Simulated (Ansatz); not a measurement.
ScIn$_{3}$:
```
CELL_PARAMETERS angstrom
      4.49444     0.00000     0.00000
      0.00000     4.49444     0.00000
      0.00000     0.00000     4.49444
ATOMIC_POSITIONS crystal
  In 0.00000 0.50000 0.50000
  In 0.50000 0.00000 0.50000
  In 0.50000 0.50000 0.00000
  Sc 0.00000 0.00000 0.00000
```

Relaxed with r²SCAN.

Task: Give the Bader charges and basin volumes of the independent atoms, plane-wave PAW r²SCAN (Ansatz code).

Result: 

| atom | Bader charge (e) | Bader volume (Å³) |
|---|---|---|
| In1 | -0.46 | 25.8 |
| Sc4 | +1.38 | 13.3 |

Space group Pm-3m (Cu3Au type). The workflow started from an entry of the Crystallography Open Database (COD). Whether it is the stable phase at ambient conditions was not checked. The r²SCAN relaxation kept the symmetry of its start; its stability against distortions is not shown here. The run is not spin-polarised.

Potentials: the later of the program's two PAW sets.
